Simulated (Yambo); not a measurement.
# Convergence of the G0W0 gap of K₂NaScF₆

G0W0@LDA for K2NaScF6 (space group Fm-3m, No. 225) in Yambo. Reference settings: 2×2×2 Γ-centred k mesh, bands 3 to 304 and a 8 Ry block in the screening, 304 bands in G with the Bruneval-Gonze terminator, plasmon pole fitted at 27.2 eV. The LDA gap Γ → Γ on this mesh is 6.41 eV; G0W0 gaps are taken between the same points.

| change from the reference | G0W0 gap Γ → Γ (eV) | shift of the valence edge (eV) | rough Yambo cost |
|---|---|---|---|
| reference settings | 10.45 | -2.38 | 1 |
| 119 bands in W, 119 bands in G | 10.62 | -2.25 | about 1/2 |
| 197 bands in W, 197 bands in G | 10.49 | -2.33 | within a factor of two |
| 119 bands in G | 10.48 | -2.38 | – |
| 197 bands in G | 10.46 | -2.39 | – |
| 145 bands in W | 10.55 | -2.29 | within a factor of two |
| 1 Ry block | 11.97 | -3.92 | within a factor of two |
| 3 Ry block | 10.59 | -2.65 | within a factor of two |
| 7 Ry block | 10.44 | -2.39 | within a factor of two |
| pole fitted at 10 eV | 10.36 | -2.24 | – |
| no random integration | 10.27 | -2.06 | – |
| 119 bands in G, no terminator | 10.18 | -1.82 | – |
| 197 bands in G, no terminator | 10.26 | -2.05 | – |
| no terminator | 10.33 | -2.18 | – |

The reference isn't shown to be the converged limit. Costs are rough (shared machines), scaled to the same edge states, and given only for runs that recompute the screening.

Geometry of the Materials Project entry, not relaxed at this level; primitive cell a = b = c = 6.0880 Å, α = β = γ = 60.00°.

A shift is the quasiparticle energy of the state minus its LDA energy.
